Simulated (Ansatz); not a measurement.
BP:
```cif
data_B2P2
_chemical_formula_sum 'B2 P2'
_space_group_name_H-M_alt 'P 1'
_space_group_IT_number 1
_cell_length_a 3.19078
_cell_length_b 3.19078
_cell_length_c 5.29543
_cell_angle_alpha 90.000
_cell_angle_beta 90.000
_cell_angle_gamma 120.000
loop_
_space_group_symop_operation_xyz
  'x, y, z'
loop_
_atom_site_label
_atom_site_type_symbol
_atom_site_fract_x
_atom_site_fract_y
_atom_site_fract_z
_atom_site_occupancy
B1 B 0.66667 0.33333 0.50043 1
B2 B 0.33333 0.66667 0.00043 1
P1 P 0.66667 0.33333 0.87457 1
P2 P 0.33333 0.66667 0.37457 1
```

Relaxed with r²SCAN.

Problem. Which orbitals make up the states near the band edges in the program Ansatz at the r²SCAN level (PAW)?

Solution. Top 1 eV of the valence band: B 2p 52 %, P 3p 45 %. Bottom 1 eV of the conduction band: B 2p 28 %, P 3p 24 %, B 2s 17 %, P 3s 13 %, outside the projected shells 19 %. Projections are on Löwdin-orthogonalised atomic valence shells; empty p or d shells of many metals are not among them.

Problem. Tabulate the density of states.

Solution. States/eV per cell of 4 atoms, in 0.25 eV bins, energy from the valence-band maximum.

| E (eV) | total | P 3p | B 2p | B 2s |
|---|---|---|---|---|
| -7.85 | 0.83 | 0.39 | 0.19 | 0.15 |
| -7.60 | 0.95 | 0.44 | 0.24 | 0.16 |
| -7.35 | 0.95 | 0.45 | 0.27 | 0.13 |
| -7.10 | 1.16 | 0.56 | 0.39 | 0.11 |
| -6.85 | 1.21 | 0.59 | 0.42 | 0.11 |
| -6.60 | 1.30 | 0.64 | 0.45 | 0.12 |
| -6.35 | 1.11 | 0.55 | 0.39 | 0.10 |
| -6.10 | 1.24 | 0.61 | 0.45 | 0.10 |
| -5.85 | 1.34 | 0.67 | 0.50 | 0.10 |
| -5.60 | 1.42 | 0.71 | 0.55 | 0.09 |
| -5.35 | 1.50 | 0.75 | 0.59 | 0.09 |
| -5.10 | 1.46 | 0.73 | 0.58 | 0.09 |
| -4.85 | 1.57 | 0.79 | 0.64 | 0.08 |
| -4.60 | 1.80 | 0.91 | 0.75 | 0.08 |
| -4.35 | 1.94 | 0.98 | 0.82 | 0.08 |
| -4.10 | 2.11 | 1.06 | 0.90 | 0.08 |
| -3.85 | 1.93 | 0.97 | 0.83 | 0.07 |
| -3.60 | 1.97 | 0.99 | 0.87 | 0.06 |
| -3.35 | 2.35 | 1.18 | 1.06 | 0.06 |
| -3.10 | 2.67 | 1.35 | 1.22 | 0.05 |
| -2.85 | 2.04 | 1.02 | 0.94 | 0.04 |
| -2.60 | 1.66 | 0.82 | 0.77 | 0.03 |
| -2.35 | 1.40 | 0.69 | 0.66 | 0.02 |
| -2.10 | 1.07 | 0.52 | 0.51 | 0.01 |
| -1.85 | 0.82 | 0.40 | 0.40 | 0.01 |
| -1.60 | 0.65 | 0.31 | 0.32 | 0.01 |
| -1.35 | 0.53 | 0.25 | 0.26 | 0.00 |
| -1.10 | 0.40 | 0.19 | 0.20 | 0.00 |
| -0.85 | 0.28 | 0.13 | 0.15 | 0.00 |
| -0.60 | 0.19 | 0.09 | 0.10 | 0.00 |
| -0.35 | 0.11 | 0.05 | 0.06 | 0.00 |
| -0.10 | 0.03 | 0.01 | 0.02 | 0.00 |
| 0.15 | 0.00 | 0.00 | 0.00 | 0.00 |
| 0.40 | 0.00 | 0.00 | 0.00 | 0.00 |
| 0.65 | 0.00 | 0.00 | 0.00 | 0.00 |
| 0.90 | 0.00 | 0.00 | 0.00 | 0.00 |
| 1.15 | 0.00 | 0.00 | 0.00 | 0.00 |
| 1.40 | 0.06 | 0.02 | 0.02 | 0.01 |
| 1.65 | 0.28 | 0.07 | 0.08 | 0.05 |
| 1.90 | 0.61 | 0.14 | 0.17 | 0.11 |
| 2.15 | 0.87 | 0.21 | 0.25 | 0.15 |
| 2.40 | 1.13 | 0.28 | 0.33 | 0.18 |
| 2.65 | 1.45 | 0.37 | 0.43 | 0.22 |
| 2.90 | 1.87 | 0.51 | 0.57 | 0.26 |
| 3.15 | 1.90 | 0.50 | 0.57 | 0.28 |
| 3.40 | 1.88 | 0.47 | 0.55 | 0.27 |
| 3.65 | 1.93 | 0.53 | 0.60 | 0.22 |
| 3.90 | 2.89 | 0.83 | 0.97 | 0.26 |
| 4.15 | 2.36 | 0.68 | 0.81 | 0.19 |
| 4.40 | 1.55 | 0.45 | 0.49 | 0.14 |
| 4.65 | 2.10 | 0.65 | 0.67 | 0.16 |
| 4.90 | 1.74 | 0.52 | 0.52 | 0.16 |
| 5.15 | 2.14 | 0.64 | 0.64 | 0.18 |
| 5.40 | 2.52 | 0.78 | 0.75 | 0.21 |
| 5.65 | 2.23 | 0.68 | 0.64 | 0.21 |
| 5.90 | 1.52 | 0.44 | 0.43 | 0.15 |

Space group P6_3mc (wurtzite). The workflow started from a Materials Project entry (that database holds measured and hypothetical structures alike); the Crystallography Open Database copy checked does not list it. It is not the phase usual at ambient conditions (space group No. 216). Symmetry was held in the r²SCAN relaxation; phonons on a q-mesh show no instability.

Potentials: the earlier of the program's two PAW sets.
